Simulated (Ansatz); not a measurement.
Consider the following.

La2O3:
```xyz
5
Lattice="3.9192 0.0000 0.0000 -1.9596 3.3941 0.0000 0.0000 0.0000 6.1386" Properties=species:S:1:pos:R:3 pbc="T T T"
La     1.9596     1.1314     4.6199
La     0.0000     2.2628     1.5187
O      1.9596     1.1314     2.1768
O      0.0000     2.2628     3.9618
O      0.0000     0.0000     0.0000
```

This is the HSE06-relaxed structure.

Problem. All from HSE06 (plane waves, PAW; program Ansatz), unless another level is named. Predict the smallest direct gap on the standard path.

Solution. 5.41 eV.

Problem. Predict the band gap.

Solution. 5.28 eV (indirect).

Problem. Next, the gap with spin–orbit coupling?

Solution. 5.27 eV (at the special points and the edges found without it).

Problem. Give the conduction-band minimum.

Solution. at K (2 equivalent valleys).

Problem. Give the valence-band maximum.

Solution. on the H–A line, 25 % of the way from H.

Space group P-3m1 (La2O3 or Ni2Al3 type). The cell was relaxed with HSE06 under the symmetry of its start. The hybrid was solved on a coarse mesh, the path and, where they were found, the r²SCAN edge points; its band edges are the extreme levels among these. Scalar-relativistic: spin–orbit coupling is off unless named, which matters more the heavier the elements.

Potentials: the earlier of the program's two PAW sets.
